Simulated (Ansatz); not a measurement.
MgI$_{2}$:
```cif
data_I2Mg
_chemical_formula_sum 'Mg1 I2'
_space_group_name_H-M_alt 'P-3m1'
_space_group_IT_number 164
_space_group_name_Hall '-P 3 2"'
_cell_length_a 4.16499
_cell_length_b 4.16499
_cell_length_c 6.97065
_cell_angle_alpha 90.000
_cell_angle_beta 90.000
_cell_angle_gamma 120.000
loop_
_atom_site_label
_atom_site_type_symbol
_atom_site_symmetry_multiplicity
_atom_site_Wyckoff_symbol
_atom_site_fract_x
_atom_site_fract_y
_atom_site_fract_z
_atom_site_occupancy
Mg1 Mg 1 a 0.00000 0.00000 0.00000 1
I1 I 2 d 0.33333 0.66667 0.23906 1
```

Relaxed with r²SCAN+D4. DFT-r²SCAN+D4 in the program Ansatz with PAW potentials gives a gap of 4.17 eV.

What gap does HSE06 give on the same cell (Ansatz, PAW)?

4.51 eV, 0.34 eV more. The hybrid was solved on a coarser mesh and at special points; its gap is the smallest among all of these.

| k | v1 r²SCAN+D4 | c1 r²SCAN+D4 | v1 HSE06 | c1 HSE06 |
|---|---|---|---|---|
| Γ | 0.00 | 4.54 | [?] | [?] |
| A | -0.12 | 5.45 | [?] | [?] |
| K | -1.14 | 4.57 | -1.19 | 4.97 |
| H | -0.54 | 5.48 | -0.56 | 5.88 |
| M | -0.44 | 4.28 | [?] | [?] |
| L | -0.64 | 4.21 | [?] | [?] |

Top valence (v1) and lowest conduction level (c1) in eV from each method's valence maximum (which need not be a listed point): supply the withheld HSE06 values.


- L, v1 HSE06: -0.65
- L, c1 HSE06: 4.56
- Γ, v1 HSE06: 0.00
- Γ, c1 HSE06: 4.76
- A, v1 HSE06: -0.12
- A, c1 HSE06: 5.72
- M, v1 HSE06: -0.44
- M, c1 HSE06: 4.63

Cost on shared cores: the r²SCAN+D4 run (SCF on a 8×8×4 mesh, then bands and DOS) about 50 core-seconds (a rough figure), the HSE06 run (SCF on 6×6×3, then a few points) roughly 2.5 core-minutes; the tasks are unlike.

Symmetry was held in the r²SCAN+D4 relaxation; phonons on a q-mesh show no instability. Spin–orbit coupling is left out wherever it is not named.

Potentials: the later of the program's two PAW sets.
